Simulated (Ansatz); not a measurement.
**SF in Ansatz, relaxation**

input.yaml:

```yaml
crystal:
  lattice:
    - [-1.836228, 3.193643, 2.731825]
    - [3.672456, 0.0, 0.0]
    - [1.836228, 3.193643, -2.731825]
  atoms:
    - { symbol: S, position: [0.25, 0.0, 0.25] }
    - { symbol: S, position: [0.75, 0.0, 0.75] }
    - { symbol: F, position: [0.38, 0.38, 0.62] }
    - { symbol: F, position: [0.62, 0.62, 0.38] }
  symmetry: { tolerance: 0.0003 }
kpoints:
  mp_grid: { grid: [6, 6, 6], shift: [0, 0, 0] }
magnetization:
  spin_polarized: false
scf:
  occupations: { method: fermi_dirac }
  lower_state_search: "off"
hamiltonian:
  pseudopotentials: { kind: paw }
  xc: pbe
basis:
  ecutwfc: 420
  fft_grid_basis: typed
relax:
  max_steps: 60
  cell: { p_target: 5.0 }
  f_tol: 0.03
output:
  forces: true
  stress: true
  eigenvalues: true
  bader: true
  populations: true
  elf: true
  write_potential: true
  volumetric_format: npy
  dos:
    e_range: [-12, 8]
    de: 0.05
    projected: { site_lists: { F: [F], S: [S] } }
checkpoint:
  read: saved_state
```

Run with:

```bash
ansatz run input.yaml --threads 2 --pin off --max-ram 3584MiB --backend cpu --events-out ev --progress --plain --runs-dir out
```

Origin of the cell: a known structure type with other elements, at an estimated volume, so it need not be a known compound.

The smearing width isn't typed, so it takes its default of 0.1 eV.

The saved state is a converged single point of the same cell.

Steps («new basis» is an SCF on plane waves selected anew at the same cell):

| step | ΔH (meV/atom) | max force component (eV/Å) | P (GPa) | volume (Å³) | SCF iterations | step was |
| --- | --- | --- | --- | --- | --- | --- |
| 1 | 0.0 | 7.933 | 17.84 | 64.08 | 6 | accepted |
| 2 | -393.9 | 6.192 | 10.80 | 65.35 | 7 | accepted |
| 3 | -821.6 | 5.158 | 8.17 | 66.39 | 7 | accepted |
| 4 | -1224.2 | 5.990 | 13.02 | 67.10 | 7 | accepted |
| 5 | -988.6 | 16.343 | 36.54 | 67.73 | 7 | rejected |
| 6 | -1464.2 | 4.111 | 9.88 | 68.18 | 9 | accepted |
| 7 | -1622.7 | 1.905 | 9.87 | 68.83 | 7 | accepted |
| 8 | -1710.4 | 1.508 | 7.62 | 68.63 | 6 | accepted |
| 9 | -1785.9 | 0.411 | 4.98 | 66.60 | 7 | accepted |
| 10 | -1836.8 | 0.123 | 4.74 | 63.92 | 6 | accepted |
| 11 | -1878.7 | 0.095 | 4.23 | 61.60 | 6 | accepted |
| 12 | -1911.7 | 0.115 | 4.93 | 58.84 | 6 | accepted |
| 13 | -1909.8 | 0.409 | 2.66 | 57.85 | 6 | rejected |
| 14 | -1920.7 | 0.050 | 5.40 | 56.92 | 10 | accepted |
| 15 | -1921.4 | 0.036 | 5.52 | 56.72 | 6 | accepted |
| 16 | -1921.7 | 0.020 | 5.10 | 56.94 | 6 | accepted |
| 17 | -1921.7 | 0.023 | 4.96 | 56.97 | 6 | accepted |
| 18 | -1921.7 | 0.003 | 5.00 | 56.96 | 6 | accepted |
| 19 | -1945.6 | 0.020 | 6.76 | 56.96 | 8 | new basis |
| 20 | -1957.9 | 0.130 | 5.51 | 57.32 | 6 | accepted |
| 21 | -1965.3 | 0.151 | 5.56 | 57.02 | 6 | accepted |
| 22 | -1965.7 | 0.014 | 4.95 | 57.24 | 6 | accepted |
| 23 | -1965.7 | 0.002 | 4.99 | 57.23 | 6 | accepted |
| 24 | -1970.1 | 0.002 | 5.47 | 57.23 | 7 | new basis |
| 25 | -1971.6 | 0.073 | 5.47 | 57.04 | 6 | accepted |
| 26 | -1971.5 | 0.002 | 4.92 | 57.46 | 6 | accepted |
| 27 | -1971.6 | 0.008 | 5.00 | 57.35 | 6 | accepted |
| 28 | -1971.6 | 0.000 | 5.00 | 57.38 | 6 | accepted |
| 29 | -1971.9 | 0.001 | 5.03 | 57.38 | 6 | new basis |
| 30 | -1971.9 | 0.004 | 4.99 | 57.35 | 6 | accepted |
| 31 | -1971.9 | 0.004 | 4.99 | 57.35 | 6 | new basis |
| 32 | -1971.9 | 0.003 | 4.99 | 57.33 | 6 | accepted |
| 33 | -1971.9 | 0.003 | 4.99 | 57.33 | 8 | new basis |

The starting structure.

Space group Immm (No. 71); the run's cell has a = 4.586 Å, b = 3.672 Å, c = 4.586 Å, α = 66.40°, β = 91.73°, γ = 113.60°. Shortest distances: F–F 1.31 Å, F–S 2.52 Å, S–S 3.19 Å.

The relaxed structure.

Space group Immm (No. 71); the run's cell has a = 4.748 Å, b = 2.923 Å, c = 4.748 Å, α = 72.07°, β = 110.18°, γ = 107.93°. Shortest distances: S–S 1.89 Å, F–S 2.20 Å, F–F 2.92 Å.

```
CELL_PARAMETERS angstrom
-1.46143 2.71721 3.60925
2.92287 0.00000 0.00000
1.46143 2.71721 -3.60925
ATOMIC_POSITIONS crystal
S 0.17435 0.00000 0.17435
S 0.82565 0.00000 0.82565
F 0.27530 0.27530 0.72470
F 0.72470 0.72470 0.27530
```

| Item | Value |
| --- | --- |
| Enthalpy lowered by | 1971.9 meV/atom |
| Volume change | -10.53 % |
| Final pressure | 4.99 GPa |
| Relaxation steps listed | 33 |

Caveats: no spin, though holes on the anions or broken bonds may carry moments; the given cell is far from equilibrium, with atoms too close or a volume far off; the k mesh is coarse if the cell is a metal; the relaxation held the start's symmetry, so the end may be a saddle point.

Time: 130 s of wall time on 2 CPU thread(s) of a shared host, from a saved density.
